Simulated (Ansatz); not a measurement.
# Zone-centre modes in TiSi$_{2}$

Method: DFT PBEsol, scalar-relativistic, plane waves, PAW (Ansatz). Cutoff 420 eV, Γ-centred 22×22×22 k-points, Gaussian smearing of 0.15 eV. No spin polarisation.

The undisturbed cell (relaxed at this level; this form isn't the usual structure):

```
Ti Si
1.0
    -1.46704    1.69434    4.16747
     1.46704   -1.69434    4.16747
     1.46704    1.69434   -4.16747
Ti Si
1 2
Cartesian
  0.0000 0.0000 0.0000
  0.0000 0.0000 2.7537
  0.0000 0.0000 5.5812
```

Harmonic modes by finite displacements of 0.02 Å, without the LO–TO term.

Question: At this geometry, is the structure stable against these modes?

Answer: Yes: no mode is imaginary beyond 10 cm⁻¹, and only the three translations lie near zero.

Question: List the wavenumbers in cm⁻¹.

Answer: 0, 0, 0, 221, 260, 301, 309, 313, 316.

Cost: 1 run of about 13 core-minutes, on Arm Neoverse V2 (shared hosts).